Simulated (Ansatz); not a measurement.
PtSe$_{2}$:
```
CELL_PARAMETERS angstrom
      3.75160     0.00000     0.00000
     -1.87580     3.24898     0.00000
      0.00000     0.00000     6.48100
ATOMIC_POSITIONS crystal
  Pt 0.00000 0.00000 0.00000
  Se 0.66667 0.33333 0.79838
  Se 0.33333 0.66667 0.20162
```

Relaxed with PBE.

**Question.** Which orbitals make up the states near the band edges in PBE (plane waves, PAW; program Ansatz)?

**Answer.** Top 1 eV of the valence band: Se 4p 78 %, Pt 5d 19 %. Bottom 1 eV of the conduction band: Se 4p 63 %, Pt 5d 31 %. Projections are on Löwdin-orthogonalised atomic valence shells; empty p or d shells of many metals are not among them.

**Question.** Tabulate the density of states.

**Answer.** States/eV per cell of 3 atoms, in 0.25 eV bins, energy from the valence-band maximum.

```csv
E (eV),total,Se 4p,Pt 5d,Pt 6s
-7.85,0.00,0.00,0.00,0.00
-7.60,0.00,0.00,0.00,0.00
-7.35,0.00,0.00,0.00,0.00
-7.10,0.00,0.00,0.00,0.00
-6.85,0.00,0.00,0.00,0.00
-6.60,0.00,0.00,0.00,0.00
-6.35,0.09,0.05,0.02,0.02
-6.10,1.17,0.63,0.28,0.21
-5.85,1.41,0.77,0.34,0.25
-5.60,1.91,1.02,0.48,0.33
-5.35,3.88,1.64,2.02,0.09
-5.10,5.94,2.43,3.35,0.04
-4.85,4.63,1.91,2.42,0.11
-4.60,3.11,1.50,1.24,0.20
-4.35,1.53,0.71,0.68,0.08
-4.10,1.78,0.70,0.99,0.03
-3.85,5.91,2.62,2.99,0.05
-3.60,3.39,1.17,2.02,0.05
-3.35,3.09,0.69,2.30,0.03
-3.10,1.58,0.32,1.20,0.02
-2.85,0.56,0.15,0.38,0.01
-2.60,5.18,0.65,4.19,0.22
-2.35,4.68,1.47,2.83,0.21
-2.10,1.48,0.69,0.66,0.05
-1.85,1.68,1.04,0.54,0.03
-1.60,3.68,2.34,1.21,0.02
-1.35,2.58,1.68,0.83,0.01
-1.10,3.20,2.08,1.02,0.01
-0.85,3.44,2.49,0.86,0.01
-0.60,2.52,1.94,0.52,0.00
-0.35,2.45,2.06,0.34,0.00
-0.10,1.10,0.98,0.11,0.00
0.15,0.00,0.00,0.00,0.00
0.40,0.00,0.00,0.00,0.00
0.65,0.00,0.00,0.00,0.00
0.90,0.11,0.06,0.04,0.00
1.15,1.41,0.86,0.46,0.00
1.40,2.94,1.84,0.91,0.00
1.65,2.57,1.64,0.77,0.01
1.90,4.14,2.69,1.22,0.01
2.15,3.49,2.39,0.98,0.00
2.40,1.17,0.83,0.32,0.00
2.65,0.17,0.12,0.05,0.00
2.90,0.00,0.00,0.00,0.00
3.15,0.00,0.00,0.00,0.00
3.40,0.00,0.00,0.00,0.00
3.65,0.00,0.00,0.00,0.00
3.90,0.00,0.00,0.00,0.00
4.15,0.00,0.00,0.00,0.00
4.40,0.33,0.08,0.01,0.13
4.65,0.92,0.24,0.02,0.34
4.90,1.03,0.26,0.02,0.36
5.15,1.18,0.29,0.02,0.41
5.40,1.73,0.42,0.02,0.59
5.65,1.86,0.43,0.02,0.63
```

Space group P-3m1 (CdI2 type). The cell was relaxed with PBE under the symmetry of its start. No spin polarisation was allowed. The volume lies over 15 % above that of the usual cell of this phase: another minimum, or an error of the functional. A crystal of weakly bound layers computed without a dispersion correction: the cell and the soft elastic constants depend strongly on that. Spin–orbit coupling is left out wherever it is not named.

Potentials: the later of the program's two PAW sets.
